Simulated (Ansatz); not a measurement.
AlGa₃As₄:
Space group P-4m2 (No. 115); a = 4.063 Å, b = 4.063 Å, c = 11.466 Å, α = 90.00°, β = 90.00°, γ = 90.00°

```
atom  site  symmetry       x       y       z
----  ----  --------  ------  ------  ------
Ga      2e      2mm.  0.0000  0.0000  0.2503
As      2g      2mm.  0.0000  0.5000  0.1251
Ga      1b      -4m2  0.5000  0.5000  0.0000
As      2g      2mm.  0.5000  0.0000  0.3759
Al      1c      -4m2  0.5000  0.5000  0.5000
```

Relaxed with PBE.

Which orbitals make up the states near the band edges in DFT-PBE in the program Ansatz with PAW potentials?

Top 1 eV of the valence band: As 4p 76 %, Ga 4p 17 %. Bottom 1 eV of the conduction band: Ga 4s 32 %, As 4p 20 %, As 4s 20 %, Ga 4p 16 %, Al 3p 6 %. Projections are on Löwdin-orthogonalised atomic valence shells; empty p or d shells of many metals are not among them.

Tabulate the density of states.

States/eV per cell of 8 atoms, in 0.25 eV bins, energy from the valence-band maximum.

```
E (eV)  total  As 4p  Ga 4p  Ga 4s
------  -----  -----  -----  -----
-7.85    0.00   0.00   0.00   0.00
-7.60    0.00   0.00   0.00   0.00
-7.35    0.00   0.00   0.00   0.00
-7.10    0.00   0.00   0.00   0.00
-6.85    0.00   0.00   0.00   0.00
-6.60    0.00   0.00   0.00   0.00
-6.35    1.64   0.71   0.02   0.86
-6.10    8.75   3.79   0.42   3.87
-5.85    3.91   1.71   0.27   1.50
-5.60    2.95   1.31   0.21   0.95
-5.35    2.50   1.19   0.14   0.53
-5.10    2.77   1.36   0.15   0.40
-4.85    2.10   1.02   0.12   0.34
-4.60    1.45   0.70   0.09   0.25
-4.35    1.13   0.55   0.07   0.20
-4.10    0.93   0.46   0.07   0.15
-3.85    0.83   0.42   0.07   0.13
-3.60    1.30   0.71   0.23   0.12
-3.35    5.63   3.30   1.44   0.18
-3.10    4.32   2.54   1.05   0.17
-2.85    5.06   3.01   1.23   0.19
-2.60    5.51   3.33   1.33   0.19
-2.35    6.56   4.11   1.58   0.14
-2.10    6.53   4.22   1.53   0.11
-1.85    6.67   4.40   1.49   0.11
-1.60    6.18   4.19   1.31   0.10
-1.35    5.83   4.10   1.20   0.06
-1.10    5.70   4.14   1.13   0.04
-0.85    3.63   2.70   0.66   0.03
-0.60    2.14   1.65   0.35   0.01
-0.35    1.55   1.25   0.22   0.01
-0.10    0.43   0.36   0.05   0.00
0.15     0.00   0.00   0.00   0.00
0.40     0.00   0.00   0.00   0.00
0.65     0.00   0.00   0.00   0.00
0.90     0.01   0.00   0.00   0.00
1.15     0.09   0.02   0.01   0.03
1.40     0.48   0.10   0.08   0.15
1.65     1.63   0.34   0.35   0.41
1.90     3.41   0.78   0.81   0.74
2.15     5.19   1.34   1.17   1.13
2.40     6.70   1.88   1.43   1.41
2.65     5.91   1.63   1.30   1.04
2.90     4.87   1.24   1.17   0.62
3.15     3.81   0.97   0.88   0.39
3.40     3.43   0.85   0.92   0.37
3.65     2.95   0.66   0.96   0.23
3.90     4.48   1.03   1.54   0.30
4.15     5.72   1.23   2.25   0.30
4.40     7.30   1.52   3.14   0.22
4.65     6.75   1.50   2.68   0.20
4.90     4.48   1.03   1.70   0.13
5.15     4.84   1.12   1.89   0.12
5.40     6.25   1.45   2.27   0.16
```

The start of the workflow was typed in or built on a structure type; neither database checked (COD, Materials Project) lists it. Its standing as an ambient phase is unchecked. Symmetry was held in the PBE relaxation; whether a distortion lowers the energy is not shown. Scalar-relativistic: spin–orbit coupling is off unless named, which matters more the heavier the elements.

Potentials: the earlier of the program's two PAW sets.
